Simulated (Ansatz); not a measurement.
**Data sheet: NbS₂Br₂ (DFT)**

NbS2Br2:
```yaml
crystal:
  lattice:
    - [3.30869, 5.68590, 0.00000]
    - [-3.30869, 5.68590, 0.00000]
    - [-2.40469, 0.00000, 6.57860]
  atoms:
    - { symbol: Nb, position: [0.12556, 0.12556, 0.00000] }
    - { symbol: Nb, position: [0.87444, 0.87444, 0.00000] }
    - { symbol: S, position: [0.85935, 0.14065, 0.69119] }
    - { symbol: S, position: [0.14065, 0.85935, 0.30881] }
    - { symbol: S, position: [0.32430, 0.67570, 0.13193] }
    - { symbol: S, position: [0.67570, 0.32430, 0.86807] }
    - { symbol: Br, position: [0.97397, 0.43361, 0.23376] }
    - { symbol: Br, position: [0.02603, 0.56639, 0.76624] }
    - { symbol: Br, position: [0.43361, 0.97397, 0.76624] }
    - { symbol: Br, position: [0.56639, 0.02603, 0.23376] }
```

Space group C2/m (No. 12); conventional cell a = 6.617 Å, b = 11.372 Å, c = 7.004 Å, α = 90.00°, β = 110.08°, γ = 90.00°.

Method: plane-wave PAW r²SCAN+D4 (Ansatz code). The cell and atoms are relaxed at this level. Other levels are named where they apply.

**Cell and energy**

```yaml
volume_per_atom: 24.75 Å³
density: 4.25 g/cm³
Formation energy from the elements (no fitted shifts): -1.02 eV/atom
```

**Electronic structure**

```yaml
band_gap: 1.65 eV (smallest direct gap 1.66 eV)
valence_band_maximum: on the M–A line, 31 % of the way from M (k = 0.344, 0.344, -0.500 in fractions of the reciprocal vectors)
conduction_band_minimum: at M (k = 0.500, 0.500, 0.500 in fractions of the reciprocal vectors)
electron_effective_mass: 0.70, 1.2, 2.4 mₑ (principal values)
Electron effective mass with spin–orbit coupling: 0.71, 1.2, 2.4 mₑ (principal values)
hole_effective_mass: 1.2, 3.2, 4.5 mₑ (principal values)
Hole effective mass with spin–orbit coupling: 1.2, 3.2, 4.4 mₑ (principal values)
HSE06 gap on the r²SCAN+D4 cell: 2.36 eV
Gap with spin–orbit coupling: 1.64 eV
```

**Mechanics**

```yaml
Bulk modulus (Birch–Murnaghan fit): 17.4 GPa
Pressure derivative B′: 12.0
```

**Charges**

```yaml
bader_charges: Nb +1.76, S -0.35 to -0.33, Br -0.54 e
```

The workflow started from a Materials Project entry (that database holds measured and hypothetical structures alike); the Crystallography Open Database copy checked does not list it. Whether it is the stable phase at ambient conditions was not checked. The r²SCAN+D4 relaxation kept the symmetry of its start; its stability against distortions is not shown here. No spin polarisation was allowed. The references are the lowest solids computed at this level, not always the standard phases. Spin–orbit coupling is left out wherever it is not named.

Potentials: the later of the program's two PAW sets.
